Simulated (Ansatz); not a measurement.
The elements of this relaxed trial crystal are hidden behind letters.

```
lattice vectors (Å)
   4.2754    0.0000    0.0000
  -2.1377    3.7026    0.0000
   0.0000    0.0000   21.1352
fractional positions
X 0.3333 0.6667 0.3394
X 0.3333 0.6667 0.6669
X 0.3333 0.6667 0.9939
X 0.6667 0.3333 0.1669
X 0.6667 0.3333 0.4939
X 0.6667 0.3333 0.8394
Z 0.3333 0.6667 0.1218
Z 0.3333 0.6667 0.7940
Z 0.6667 0.3333 0.2940
Z 0.6667 0.3333 0.6218
Q 0.3333 0.6667 0.4579
Q 0.6667 0.3333 0.9579
```

Computed with DFT PBE, scalar-relativistic, plane waves, PAW in Ansatz 0.2.0. The final run on the 12-atom cell used 420 eV, a Γ-centred 12×12×2 mesh, 0.10 eV smearing and no spin polarisation.

| Item | Value |
| --- | --- |
| Space group | P6_3mc (No. 186) |
| Conventional cell | a = 4.275 Å, c = 21.135 Å |
| Volume per atom | 27.88 Å³ |
| Density | 5.24 g/cm³ |
| Energy over the elements | −0.19 eV/atom |
| Gap on the 12×12×2 mesh of the 12-atom cell | 0 eV (the bands meet within 0.015 eV) |

Energies are uncorrected and count from the elements' standard states at the same level.

Question: X is a p-block element of period 4, Z is a p-block element of period 5 and Q is a p-block element of period 4. Which elements are they?

Answer: X = Ga, Z = Sb, Q = As, so the formula is Ga3Sb2As. Density times volume gives a mean mass of 5.24 × 27.88/1.6605 = 88.0 u per atom, and this set has 87.9 u. Around Ga on its first site lie 1 As at 2.50 Å and 3 Sb at 2.65 Å; Sb on its first site has 4 Ga at 2.65–2.70 Å; As has 4 Ga at 2.50–2.58 Å; 3 more sites not described. Other sets within the hints have nearly the same mass, so mass alone doesn't settle it; this one was computed.

Spin–orbit coupling, which can matter for Sb, is left out. The zero gap may come from the functional, which often closes small gaps. A structure relaxed within its symmetry needn't be a true minimum. Another cell of Ga3Sb2As relaxed alike, in P3m1, lies 13 meV/atom lower, so this cell isn't the stable form at this level.
